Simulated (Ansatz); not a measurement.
Polymorphs of RuC, each relaxed with DFT-PBE in the program Ansatz with PAW potentials:

A: Pm-3m
a = 4.075 Å, b = 4.075 Å, c = 4.075 Å, α = 90.00°, β = 90.00°, γ = 90.00°

```tsv
atom	site	symmetry	x	y	z
Ru	3c	4/mm.m	0.0000	0.5000	0.5000
C	3d	4/mm.m	0.0000	0.0000	0.5000
```

B: CsCl type (Pm-3m)
a = b = c = 2.659 Å, α = β = γ = 90.00°

| atom | site | symmetry | x | y | z |
|---|---|---|---|---|---|
| Ru | 1a | m-3m | 0.0000 | 0.0000 | 0.0000 |
| C | 1b | m-3m | 0.5000 | 0.5000 | 0.5000 |

C: P-6m2
a = b = 2.923 Å, c = 2.676 Å, α = β = 90.00°, γ = 120.00°

| atom | site | symmetry | x | y | z |
|---|---|---|---|---|---|
| Ru | 1a | -6m2 | 0.0000 | 0.0000 | 0.0000 |
| C | 1f | -6m2 | 0.6667 | 0.3333 | 0.5000 |

**Question.** Put the candidates in order of energy per atom at 0 K, lowest first, for PBE.

**Answer.** C (+0 meV/atom), A (+206 meV/atom), B (+533 meV/atom)

Constructed cells (a structure type filled with these elements, in neither database checked): B; C. Typed or built starts, not in the databases checked: A. All cells were relaxed under the symmetry of their starts (and spin orders); stability against distortions was not tested throughout. Named crystals with no word on spin ran without spin polarisation. Spin–orbit coupling is left out wherever it is not named.

Energies hold the estimated change up to a 700 eV cutoff; steps of a few meV lie near the error of the meshes.

Potentials: the earlier of the program's two PAW sets.
